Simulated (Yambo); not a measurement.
G0W0@PBEsol for Ba$_{2}$MoZnO$_{6}$ (space group Fm-3m, No. 225) in Yambo. Reference settings: 2×2×2 Γ-centred k mesh, bands 6 to 222 and a 7 Ry block in the screening, 222 bands in G with the Bruneval-Gonze terminator, plasmon pole fitted at 27.2 eV. The PBEsol gap Γ → X on this mesh is 2.15 eV; G0W0 gaps are taken between the same points.

The settings were changed. The gap went from 3.46 eV to 3.50 eV, and the shift of the valence edge from -0.28 eV to -0.21 eV.

**Question.** Which change was made?
(A) 94 bands in G
(B) 1 Ry block
(C) 94 bands in W, 94 bands in G
(D) 151 bands in G, no terminator

**Answer.** A, 94 bands in G. The others gave (gap, valence shift): 94 bands in W, 94 bands in G: 3.61, -0.06 eV; 151 bands in G, no terminator: 3.57, 0.14 eV; 1 Ry block: 4.41, -0.81 eV.

Spin-orbit coupling is not included.

Geometry of the Materials Project entry, not relaxed at this level; primitive cell a = 5.8271 Å, b = 5.8271 Å, c = 5.8271 Å, α = 60.00°, β = 60.00°, γ = 60.00°.

The structure is a Materials Project entry; no match was found in the copy of COD used, and its stability was not checked.

A shift is the quasiparticle energy of the state minus its PBEsol energy.
